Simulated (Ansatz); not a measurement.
Computed with DFT PBE, scalar-relativistic, plane waves, PAW (Ansatz 0.2.0). All cells share a 420 eV cutoff and Γ-centred k meshes spaced about 0.3 Å⁻¹ or finer (0.25 for metals, 2π included). No spin polarisation.

Relaxed structures of Bi₆Te, with energies over the first row. Coordination counts Bi atoms around Te (those within 1.25 times the shortest such distance or 1.15 times the sum of covalent radii, 1.27 where that leaves under three; a plus sign parts nearer from farther groups; the shortest distance is added where it exceeds 1.18 times the sum of covalent radii).

| # | form | sites | V (Å³/atom) | coordination | ΔE (meV/atom) |
| --- | --- | --- | --- | --- | --- |
| 1 | R-3m | Bi 6c, 6c, 6c; Te 3a | 35.0 | Te 6 | 0 |
| 2 | P-3m1 | Bi 2c, 2d, 2d; Te 1a | 35.1 | Te 6+2 | 31 |
| 3 | P6/mmm | Bi 6l; Te 1a | 34.3 | Te 6 from 3.4 Å | 51 |
| 4 | R-3m | Bi 9e, 9d; Te 3a | 36.4 | Te 6+6 | 190 |
| 5 | Fm-3m | Bi 24d; Te 4a | 34.1 | Te 12 from 3.5 Å | 204 |

A further structure, relaxed alike:

```
CELL_PARAMETERS angstrom
6.65968 0.00000 0.00000
-3.32984 5.76746 0.00000
0.00000 0.00000 6.28651
ATOMIC_POSITIONS crystal
Bi 0.42948 0.00000 0.24741
Bi 0.00000 0.42948 0.24741
Bi 0.57052 0.57052 0.24741
Bi 0.00000 0.57052 0.75259
Bi 0.57052 0.00000 0.75259
Bi 0.42948 0.42948 0.75259
Te 0.00000 0.00000 0.00000
```

Problem. Where does it fall in the ranking, and at what energy?

Solution. It falls between rows 3 and 4, 78 meV/atom above row 1, with space group P-31m (No. 162) and 34.5 Å³/atom. Counting Bi atoms around Te, this cell and row 1 both have Te 6. Bi is surrounded by 6 Bi at 3.25–3.43 Å, 1 Te at 3.26 Å and 1 Te at 4.11 Å; Te has 6 Bi at 3.26 Å and 6 Bi at 4.11 Å.

The k mesh leaves some 4 meV/atom of noise in the energy of each metallic cell. Spin–orbit coupling, which can matter for Bi and Te, is left out. With atoms moved at random, row 2 ended within 5 meV/atom of its own energy, in a cell of lower symmetry. With atoms moved at random, row 3 ended within 5 meV/atom of its own energy, in a cell of lower symmetry. With atoms moved at random, row 1 (by 8 meV/atom) fell into a lower structure. Row 4, row 5 and the further cell had no clear such test and can be saddle points.
